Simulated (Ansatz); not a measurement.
A relaxation computed with Ansatz, from input to last step.

```yaml
crystal:
  lattice:
    - [-2.4223251507, 2.4223251507, 5.6486471157]
    - [2.4223251507, -2.4223251507, 5.6486471157]
    - [2.4223251507, 2.4223251507, -5.6486471157]
  atoms:
    - { symbol: Sr, position: [-0.0045794573, -0.0045794573, 0.0] }
    - { symbol: Sn, position: [0.7457834516, 0.2457834516, 0.5] }
    - { symbol: Sn, position: [0.2457834516, 0.7457834516, 0.5] }
    - { symbol: Sn, position: [0.4113619266, 0.4113619266, 0.0] }
    - { symbol: Pd, position: [0.6426506275, 0.6426506275, 0.0] }
basis:
  ecutwfc: 420
kpoints:
  mp_grid: { grid: [10, 10, 10] }
hamiltonian:
  xc: pbesol
scf:
  occupations: { method: gaussian, width: 0.1 }
output:
  forces: true
  stress: true
  eigenvalues: true
relax:
  adjacent_minimum: "off"
  f_tol: 0.01
  max_steps: 30
  cell: { stress_tol: 0.1, fix: [volume] }
```

```bash
ansatz run input.yaml --threads 1 --pin off --max-ram 2560MiB --backend cpu --events-out ev --progress --plain --runs-dir out
```

The calculation used Ansatz 0.2.0, DFT PBEsol, scalar-relativistic, plane waves, PAW.

The volume is held at 1.03 times that of the relaxed cell.

Of 4 frames 3 are shown, positions in Å and forces in eV/Å; the SCF threshold varies from step to step. Steps run on the plane waves of an earlier cell, with a Pulay correction in the pressure. The basis is chosen afresh for the last frame, the zero of the energies, and at times for earlier ones too; energy and pressure can step there, also at an unchanged geometry. Where two frames share a geometry here, they differ by under 2 meV/atom and 0.3 GPa.

```xyz
5
Lattice="-2.4223 2.4223 5.6486 2.4223 -2.4223 5.6486 2.4223 2.4223 -5.6486" Properties=species:S:1:pos:R:3:forces:R:3 pbc="T T T" step=1 free_energy_over_end_meV_per_atom=0.06 pressure_GPa=-1.82
Sr    0.0000    0.0000   -0.0517    0.0000    0.0000    0.0000
Sn    0.0000    2.4223    2.7767    0.0000    0.0000   -0.0277
Sn    2.4223    0.0000    2.7767    0.0000    0.0000   -0.0277
Sn    0.0000    0.0000    4.6473    0.0000    0.0000    0.0140
Pd    0.0000    0.0000    7.2602    0.0000    0.0000    0.0414
5
Lattice="-2.4230 2.4230 5.6456 2.4230 -2.4230 5.6456 2.4230 2.4230 -5.6456" Properties=species:S:1:pos:R:3:forces:R:3 pbc="T T T" step=2 free_energy_over_end_meV_per_atom=0.02 pressure_GPa=-1.80
Sr    0.0000    0.0000   -0.0529    0.0000    0.0000   -0.0133
Sn    0.0000    2.4230    2.7702    0.0000    0.0000    0.0169
Sn    2.4230    0.0000    2.7702    0.0000    0.0000    0.0169
Sn    0.0000    0.0000    4.6497    0.0000    0.0000   -0.0247
Pd    0.0000    0.0000    7.2626    0.0000    0.0000    0.0039
5
Lattice="-2.4238 2.4238 5.6416 2.4238 -2.4238 5.6416 2.4238 2.4238 -5.6416" Properties=species:S:1:pos:R:3:forces:R:3 pbc="T T T" step=4 free_energy_over_end_meV_per_atom=0.00 pressure_GPa=-1.80
Sr    0.0000    0.0000   -0.0544    0.0000    0.0000   -0.0073
Sn    0.0000    2.4238    2.7697    0.0000    0.0000    0.0035
Sn    2.4238    0.0000    2.7697    0.0000    0.0000    0.0035
Sn    0.0000    0.0000    4.6442    0.0000    0.0000   -0.0045
Pd    0.0000    0.0000    7.2583    0.0000    0.0000    0.0047
```

It took 2 min on 1 thread of Intel(R) Xeon(R) 6975P-C (Granite Rapids) (shared host), peak memory 0.75 GiB.